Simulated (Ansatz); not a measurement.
ZnS:
```yaml
crystal:
  lattice:
    - [3.80907, 0.00000, 0.00000]
    - [-1.90453, 3.29875, 0.00000]
    - [0.00000, 0.00000, 18.69044]
  atoms:
    - { symbol: Zn, position: [0.33333, 0.66667, 0.83328] }
    - { symbol: Zn, position: [0.66667, 0.33333, 0.33328] }
    - { symbol: Zn, position: [0.66667, 0.33333, 0.66682] }
    - { symbol: Zn, position: [0.33333, 0.66667, 0.16682] }
    - { symbol: Zn, position: [0.00000, 0.00000, 0.50003] }
    - { symbol: Zn, position: [0.00000, 0.00000, 0.00003] }
    - { symbol: S, position: [0.33333, 0.66667, 0.95813] }
    - { symbol: S, position: [0.66667, 0.33333, 0.45813] }
    - { symbol: S, position: [0.66667, 0.33333, 0.79164] }
    - { symbol: S, position: [0.33333, 0.66667, 0.29164] }
    - { symbol: S, position: [0.00000, 0.00000, 0.62511] }
    - { symbol: S, position: [0.00000, 0.00000, 0.12511] }
```

Relaxed with r²SCAN.

Map the electron localisation function on the plane through (0.333, 0.667, 0.833) spanned by u = [0, 0, 1] and v = [1, -1, 0] in lattice vectors, from DFT-r²SCAN in the program Ansatz with PAW potentials.

x is the fraction of u, y of v (the angle between them is 90°; rows are the nearest grid lines); atoms in the plane: Zn at (0.00, 0.00), Zn at (0.50, 0.33), Zn at (0.83, 0.33), Zn at (0.33, 0.00), Zn at (0.67, 0.67), Zn at (0.17, 0.67), S at (0.12, 0.00), S at (0.62, 0.33), S at (0.96, 0.33), S at (0.46, 0.00).
```
y \ x   0.000  0.100  0.175  0.275  0.375  0.450  0.550  0.625  0.725  0.825  0.900   1.00
------  -----  -----  -----  -----  -----  -----  -----  -----  -----  -----  -----  -----
1.00    0.000  0.628  0.780  0.156  0.148  0.010  0.098  0.014  0.006  0.017  0.022  0.000
0.909   0.076  0.836  0.765  0.191  0.159  0.717  0.053  0.047  0.037  0.157  0.022  0.076
0.848   0.169  0.779  0.368  0.668  0.131  0.764  0.028  0.108  0.167  0.584  0.018  0.169
0.758   0.066  0.206  0.078  0.812  0.136  0.190  0.015  0.158  0.382  0.838  0.014  0.066
0.697   0.020  0.133  0.000  0.336  0.232  0.018  0.011  0.177  0.403  0.755  0.014  0.020
0.606   0.045  0.124  0.011  0.596  0.193  0.025  0.017  0.175  0.396  0.838  0.017  0.045
0.545   0.286  0.094  0.182  0.797  0.095  0.062  0.069  0.277  0.324  0.841  0.070  0.286
0.455   0.764  0.038  0.106  0.421  0.026  0.131  0.199  0.888  0.058  0.162  0.518  0.764
0.394   0.819  0.017  0.033  0.049  0.013  0.162  0.205  0.442  0.028  0.009  0.694  0.819
0.303   0.807  0.013  0.019  0.015  0.011  0.181  0.208  0.024  0.027  0.000  0.725  0.807
0.242   0.837  0.133  0.091  0.034  0.034  0.175  0.198  0.716  0.023  0.083  0.640  0.837
0.152   0.211  0.717  0.561  0.095  0.143  0.838  0.095  0.671  0.017  0.133  0.264  0.211
0.0909  0.066  0.808  0.749  0.127  0.166  0.799  0.059  0.206  0.011  0.067  0.062  0.066
0.000   0.000  0.628  0.780  0.156  0.148  0.010  0.098  0.014  0.006  0.017  0.022  0.000
```

The density is the valence pseudo-density with augmentation charge, so density and ELF within about 1 Å of a nucleus are not all-electron values.

Space group P6_3mc (6H polytype). The workflow started from a Materials Project entry (that database holds measured and hypothetical structures alike). Its sites differ from those of the usual phase in this space group: another stacking or structure type. The r²SCAN relaxation kept the symmetry of its start; its stability against distortions is not shown here.

Potentials: the later of the program's two PAW sets.
